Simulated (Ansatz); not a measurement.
Hf (hcp, Mg type)

```
Hf
1.0
    3.20412     0.00000     0.00000
   -1.60206     2.77485     0.00000
    0.00000     0.00000     5.06894
Hf
2
Direct
  0.33333   0.66667   0.75000
  0.66667   0.33333   0.25000
```

Grid over V/V₀ and (c/a)/(c/a)₀, subscript 0 meaning the relaxed cell; the conventional c axis lies along z; no internal relaxation.

All values below come from PBE (plane waves to 420 eV, PAW, scalar-relativistic; Ansatz, an electronic-structure program). k mesh 17×17×9 (Γ-centred), Fermi-Dirac smearing 0.05 eV. Energies are smeared free energies. Stress and pressure are positive under compression. With partly filled bands, the response to shear is sensitive to the k mesh, so small differences along c/a are uncertain. Hf is run without spin polarisation. Hf was relaxed with its symmetry unable to fall. Spin-orbit coupling is left out, though Hf is heavy. The PAW data are Ansatz's earlier set. The zero of ΔE is the relaxed starting cell.

ΔE (eV/atom), with V/V₀ across and (c/a)/(c/a)₀ down:

| (c/a)/(c/a)₀ \ V/V₀ | 0.960 | 0.973 | 0.987 | 1.000 | 1.013 | 1.027 | 1.040 |
|---|---|---|---|---|---|---|---|
| 0.880 | 0.111 | 0.101 | 0.095 | 0.092 | 0.091 | 0.093 | 0.097 |
| 0.920 | 0.056 | 0.048 | 0.042 | 0.040 | 0.040 | 0.043 | 0.048 |
| 0.960 | 0.024 | 0.016 | 0.011 | 0.010 | 0.011 | 0.014 | 0.020 |
| 1.000 | 0.013 | 0.006 | 0.001 | 0.000 | 0.001 | 0.005 | 0.011 |
| 1.040 | 0.021 | 0.014 | 0.010 | 0.009 | 0.010 | 0.014 | 0.020 |
| 1.080 | 0.047 | 0.039 | 0.035 | 0.034 | 0.035 | 0.039 | 0.045 |
| 1.120 | 0.085 | 0.077 | 0.073 | 0.072 | 0.073 | 0.076 | 0.082 |

P (GPa), with V/V₀ across and (c/a)/(c/a)₀ down:

```
(c/a)/(c/a)₀ \ V/V₀  0.960  0.973  0.987  1.000  1.013  1.027  1.040
-------------------  -----  -----  -----  -----  -----  -----  -----
0.880                  5.8    4.2    2.6    1.1   -0.3   -1.7   -2.9
0.920                  5.3    3.6    2.0    0.5   -0.9   -2.2   -3.4
0.960                  4.9    3.2    1.7    0.2   -1.2   -2.5   -3.8
1.000                  4.7    3.0    1.5    0.0   -1.4   -2.7   -3.9
1.040                  4.6    3.0    1.4    0.0   -1.4   -2.7   -3.9
1.080                  4.7    3.0    1.5    0.0   -1.3   -2.6   -3.9
1.120                  4.7    3.1    1.5    0.1   -1.3   -2.5   -3.8
```

Summary:

The modulus against c/a change at fixed volume, (3/4V)·∂²E/∂(ln c/a)² (fit, atoms clamped) comes out as 62 GPa. Lowest place on the grid: V/V₀ = 1.000, (c/a)/(c/a)₀ = 1.000 (0 meV/atom). Highest place on the grid: V/V₀ = 0.960, (c/a)/(c/a)₀ = 0.880 (111 meV/atom).

The 49 points together took roughly 22 core-minutes.

(A scan under strain: stresses follow from slopes of the energy per volume, elastic moduli from its curvatures.)
